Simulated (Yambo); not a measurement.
G0W0@LDA for CaCd2P2 (space group P-3m1, No. 164) in Yambo. Reference settings: 3×3×2 Γ-centred k mesh, bands 10 to 217 and a 8 Ry block in the screening, 217 bands in G with the Bruneval-Gonze terminator, plasmon pole fitted at 27.2 eV. The LDA gap Γ → Γ on this mesh is 0.66 eV; G0W0 gaps are taken between the same points.

With and without the terminator, as bands are cut:

```csv
bands in G (in W),"gap, terminator (eV)","gap, none (eV)","valence shift, terminator (eV)","valence shift, none (eV)"
58 (58),1.522,1.472,-0.045,0.316
86 (86),1.469,1.423,-0.282,-0.026
123 (123),1.439,1.392,-0.425,-0.233
170 (170),1.430,1.393,-0.513,-0.379
217 (217),1.429,1.404,-0.565,-0.471
```

Over this range the gap spans 0.093 eV with the terminator and 0.080 eV without, the valence shift 0.520 eV and 0.787 eV. Neither column has reached its limit for certain.

Spin-orbit coupling is not included.

Geometry of the Materials Project entry, not relaxed at this level; primitive cell a = b = 4.292 Å, c = 7.055 Å, α = β = 90.00°, γ = 120.00°.

A shift is the quasiparticle energy of the state minus its LDA energy.
